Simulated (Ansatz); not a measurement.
VSi$_{2}$ (space group P6_422)

```
VSi2
1.0
    4.52315     0.00000     0.00000
   -2.26158     3.91716     0.00000
    0.00000     0.00000     6.32003
V Si
3 6
Direct
  0.00000   0.50000   0.33333
  0.50000   0.00000   0.00000
  0.50000   0.50000   0.66667
  0.83679   0.67358   0.00000
  0.16321   0.83679   0.66667
  0.32642   0.16321   0.33333
  0.16321   0.32642   0.00000
  0.83679   0.16321   0.66667
  0.67358   0.83679   0.33333
```

The slice is a (0001) plane (indices of the conventional cell) through the point (0.163, 0.837, 0.667) (fractional), spanned by u = [110] and v = [1 -1 0] in vectors of this cell: u (4.52 Å) and v (7.83 Å, at 90° to u). It covers one period; positions are fractions (u, v).

The numbers are results of PBEsol (plane waves to 420 eV, PAW, scalar-relativistic; Ansatz, a quantum-chemistry and plane-wave program), not measurements. k mesh 12×12×8. These are valence fields of a PAW run, semicore shells included where kept as valence: close to a nucleus they are smooth pseudo fields. VSi2 is run without spin polarisation. VSi2 was relaxed with its symmetry unable to fall.

Problem. Sketch the electron localisation function (ELF) on this plane as a map.

Solution. 
```
|xx%@=     =@%x|
|+#@%. +%+ .%@#|
|@@%= +xxx+ =%@|
|%%#- #xxx# -#%|
|%@@+ =xxx= +@@|
|=*@%: =*= :%@*|
|xx#@+.   .+@#x|
|xx+%*==+==*%+x|
|xx*#*#@@@#*#*x|
|#%%*#%#*#%#*%%|
|@%#*#*xxx*#*#%|
|--=*%+xxx+%*=-|
|   =@%xxx%@=  |
|%+ .%@#+#@%. +|
|xx+ =%@@@%= +x|
|xx# -#%%%#- #x|
|xx= +@@%@@+ =x|
|*= :%@*=*@%: =|
|  .+@#xxx#@+. |
|+==*%+xxx+%*==|
|@@#*#*xxx*#*#@|
|*#%#*%%#%%*#%#|
|xx*#*#%@%#*#*x|
|xx+%*=---=*%+x|
```
Scale: ten equal steps from 0.14 (start of ' ') to 0.73 (end of '@'), in the order ' .:-=+*#%@'. Values: electron localisation function (ELF). The map has 14 points along u (one character each, u = 0 at the left) and 24 along v (v = 0 in the bottom row). Points within 0.5 Å of a nucleus are blanked (x), as the pseudised field means little there.
